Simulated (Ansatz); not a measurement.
**WS2 with Sb replacing W: gradients before and after relaxing the atoms**

Start: a supercell of WS2 (space group P6_3/mmc) built from a COD entry (the entry's cell lengths or inner coordinates differ somewhat from later room-temperature determinations), with all atoms left at the host's positions.

```cif
data_SbW7S16
_symmetry_space_group_name_H-M 'P-6m2'
_symmetry_Int_Tables_number 187
_cell_length_a 6.3600
_cell_length_b 6.3600
_cell_length_c 12.5000
_cell_angle_alpha 90.000
_cell_angle_beta 90.000
_cell_angle_gamma 120.000
loop_
_atom_site_label
_atom_site_type_symbol
_atom_site_symmetry_multiplicity
_atom_site_Wyckoff_symbol
_atom_site_fract_x
_atom_site_fract_y
_atom_site_fract_z
Sb Sb 1 a 0.0000 0.0000 0.0000
W2 W 3 j 0.0000 0.5000 0.0000
W5 W 3 k 0.1667 0.8333 0.5000
W8 W 1 f 0.6667 0.3333 0.5000
S9 S 2 g 0.0000 0.0000 0.3750
S10 S 6 n 0.0000 0.5000 0.3750
S13 S 6 n 0.1667 0.8333 0.8750
S16 S 2 i 0.6667 0.3333 0.8750
```

One atom of each set is listed.

Computed with Ansatz: DFT, PBE, plane waves and PAW, scalar-relativistic, 420 eV cutoff, Γ-centred 4×4×2 k-points, Fermi–Dirac smearing 0.01 eV, cell charge -1.

The largest force at the start is 1.5 eV/Å. Relaxing the ions at fixed cell moves them by 0.116 Å at most (atom 23, S) and 0.059 Å rms.

| site | moved (Å) | first shell before | first shell after | V_zz before (10²¹ V/m²) | η before |
| --- | --- | --- | --- | --- | --- |
| Sb | 0.000 | 6 S at 2.41 Å | 6 S at 2.53 Å | -7.32 | 0.00 |
| W2 | 0.014 | 6 S at 2.41 Å | 6 S at 2.41 Å | 15.55 | 0.61 |
| W5 | 0.002 | 6 S at 2.41 Å | 6 S at 2.42 Å | -18.18 | 0.01 |
| W8 | 0.000 | 6 S at 2.41 Å | 6 S at 2.42 Å | -17.81 | 0.00 |
| S9 | 0.007 | 3 W at 2.41 Å | 3 W at 2.42 Å | -4.92 | 0.00 |
| S10 | 0.012 | 3 W at 2.41 Å | 3 W at 2.42 Å | -4.76 | 0.00 |
| S13 | 0.116 | 2 W at 2.41 Å, 1 Sb at 2.41 Å | 2 W at 2.41 Å, 1 Sb at 2.53 Å | -2.26 | 0.48 |
| S16 | 0.021 | 3 W at 2.41 Å | 3 W at 2.41 Å | -4.04 | 0.00 |

(1) What are V_zz and η after the relaxation?

## Answers

(1) 

| site | V_zz after | η after | change of V_zz |
| --- | --- | --- | --- |
| Sb | -5.00 | 0.00 | +2.32 |
| W2 | -13.01 | 0.88 | – |
| W5 | -17.58 | 0.00 | +0.60 |
| W8 | -17.15 | 0.00 | +0.66 |
| S9 | -4.77 | 0.00 | +0.15 |
| S10 | -4.44 | 0.02 | +0.32 |
| S13 | -2.29 | 0.18 | -0.03 |
| S16 | -4.27 | 0.00 | -0.23 |

The largest change of V_zz along a kept axis is on Sb, from -7.32 to -5.00. The whole tensor moves most on W2, by 3.77 along its most changed direction. In per cent, |V_zz| changes by -32 on Sb, -4 to -3 on W, -7 to +6 on S (all sites that start above 0.5, bar those whose gradient vanishes or changes sign or whose main axis turns by over 40°). Where |V_zz| stays above 0.1 and the axes keep their order, η moves most on S13, from 0.48 to 0.18. On W2 the largest principal value lies along another axis in the second run, so the two V_zz can't be compared directly.

The defect repeats with the cell of 24 atoms, so it feels its images: sites between two images don't show the values beside a lone defect, and zeros or small values of η there can come from the images' arrangement. S and W carry a gradient in the pure host already, so the values there aren't the defect's effect alone. A uniform background compensates the cell's charge. Without spin–orbit coupling the gradients at and beside W can be off by some per cent, at some sites by more. With these PAW files V_zz is typically within 2 to 3 % of all-electron values, but misses above 10 % occur on Sb.
Before: The cell keeps the host's lattice, where the PBE pressure is 7 GPa (in a charged cell this depends on the convention for the mean potential). The neighbours have not yet relaxed around the defect (largest force 1.5 eV/Å), so a real crystal will differ.
After: The relaxation keeps the site symmetry -6m2 of the start, so the impurity can't leave its site; a start off the site could end lower. The cell keeps the host's lattice, where the PBE pressure is 5 GPa (in a charged cell this depends on the convention for the mean potential).
